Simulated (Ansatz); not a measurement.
SbRu:
```
SbRu
1.0
    5.87168     0.00000     0.00000
    0.00000     3.82298     0.00000
    0.00000     0.00000     6.59892
Ru Sb
4 4
Direct
  0.00479   0.25000   0.20847
  0.49521   0.75000   0.70847
  0.50479   0.25000   0.29153
  0.99521   0.75000   0.79153
  0.20135   0.25000   0.58271
  0.29865   0.75000   0.08271
  0.70135   0.25000   0.91729
  0.79865   0.75000   0.41729
```

Relaxed with r²SCAN. Special points in fractions of this cell's reciprocal vectors: Γ (0.000, 0.000, 0.000); X (0.500, 0.000, 0.000); S (0.500, 0.500, 0.000); Y (0.000, 0.500, 0.000); Z (0.000, 0.000, 0.500); U (0.500, 0.000, 0.500); R (0.500, 0.500, 0.500); T (0.000, 0.500, 0.500).

Question: List the band energies nearest the Fermi level at these points for DFT-r²SCAN in the program Ansatz with PAW potentials.

Answer: In eV from the Fermi level; about four levels below and three above (degenerate sets whole), none deeper than 8.9 eV; points with the same levels are listed once.

| k | below | above |
|---|---|---|
| Γ | -0.81 -0.71 -0.36 -0.11 | 1.48 2.32 2.76 |
| X | -0.58 -0.58 -0.38 -0.38 | 1.20 1.20 2.25 2.25 |
| S | -0.06 -0.06 -0.06 -0.06 | 1.70 1.70 1.70 1.70 |
| Y | -0.39 -0.39 -0.27 -0.27 | 1.50 1.50 2.94 2.94 |
| Z | -0.53 -0.53 -0.45 -0.45 | 1.56 1.56 1.86 1.86 |
| U | -1.32 -1.32 -0.93 -0.93 | 0.21 0.21 1.81 1.81 |
| R | -0.30 -0.30 -0.30 -0.30 | 2.87 2.87 2.87 2.87 |
| T | -0.54 -0.54 -0.26 -0.26 | 1.46 1.46 2.53 2.53 |

Space group Pnma. The workflow started from an entry of the Crystallography Open Database (COD). Whether it is the stable phase at ambient conditions was not checked. The r²SCAN relaxation kept the symmetry of its start; its stability against distortions is not shown here. No spin polarisation was allowed. Scalar-relativistic: spin–orbit coupling is off unless named, which matters more the heavier the elements.

Potentials: the later of the program's two PAW sets.
